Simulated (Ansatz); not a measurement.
One input, then a changed one: TiPd2

First run: DFT, LDA, PAW with Ansatz's default frozen-core files, scalar-relativistic (Ansatz 0.2.0).

Command: `ansatz run input.yaml --threads 1 --pin off --max-ram 3072MiB --backend cpu --events-out ev --progress --plain --runs-dir out` It took 99 s on 1 thread of AMD EPYC 9R14 (Zen 4), with other jobs on the host, peak memory 0.71 GiB.

```yaml
crystal:
  lattice:
    - [-1.227244858, 1.3552085348, 3.433199898]
    - [1.227244858, -1.3552085348, 3.433199898]
    - [1.227244858, 1.3552085348, -3.433199898]
  atoms:
    - { symbol: Ti, position: [0.0, 0.0, 0.0] }
    - { symbol: Pd, position: [0.65765613, 0.65765613, 0.0] }
    - { symbol: Pd, position: [0.34234387, 0.34234387, 0.0] }
kpoints:
  mp_grid: { grid: [16, 16, 16] }
scf:
  occupations: { method: fermi_dirac, width: 0.05 }
hamiltonian:
  xc: lda
  pseudopotentials: { kind: paw }
output:
  forces: true
  stress: true
relax:
  f_tol: 0.01
  max_steps: 30
  cell: { stress_tol: 0.55, fix: [volume] }
```

The base volume is that of a database entry, so it needn't be at zero pressure; the structure needn't be the stable phase, at rest or compressed.

This run: shape and atoms relaxed at 0.5 of the base cell's volume.

It converges in 67 SCF iterations over all geometries at a pressure of 557.1 GPa, largest force 0.003 eV/Å, ending at 7.61 Å³/atom, cutoff 420 eV.

The input is then changed:

```diff
   pseudopotentials: { kind: paw }
+  dispersion: d3bj
 output:
   stress: true
+  write_density: true
+  write_potential: true
+  elf: true
+  volumetric_format: npy
 relax:
```

Problem. Predict the outcome of the changed run.

Solution. It converges in 67 SCF iterations over all geometries at a pressure of 528.5 GPa, largest force 0.003 eV/Å, ending at 7.61 Å³/atom, cutoff 420 eV. More than one line changes, and not each need have an effect.
